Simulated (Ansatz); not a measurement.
SiGe in space group Pmma (No. 51; Si on 2e, Ge on 2f) at seven volumes, DFT-PBEsol in the program Ansatz with PAW potentials, shape and atoms relaxed at each. One row is withheld.

| V (Å³/atom) | P (GPa) |
|---|---|
| 19.372 | 9.46 |
| 20.011 | 5.78 |
| 20.650 | 2.65 |
| 21.288 | 0.00 |
| 21.927 | -2.25 |
| 22.565 | ? |
| 23.204 | -5.75 |

Task: Fit the shown pressures and predict the withheld one.

Result: Third-order Birch–Murnaghan: P = (3/2)B₀(x^(7/2) − x^(5/2))[1 + (3/4)(B′ − 4)(x − 1)] with x = (V₀/V)^(2/3). Least squares on the six rows gives V₀ = 21.289 Å³/atom, B₀ = 81.07 GPa, B′ = 4.50. At V = 22.565, x = 0.9619 and P = -4.14 GPa. The run itself gave -4.15 GPa.

The start of the workflow was typed in or built on a structure type; neither database checked (COD, Materials Project) lists it. Whether it is the stable phase at ambient conditions was not checked. The cell was relaxed with PBEsol under the symmetry of its start; whether a distortion lowers the energy is not shown.

Potentials: the earlier of the program's two PAW sets. The files were generated under PBE; for other functionals the program regenerates the frozen cores, and for LDA and PBEsol the local potential too.
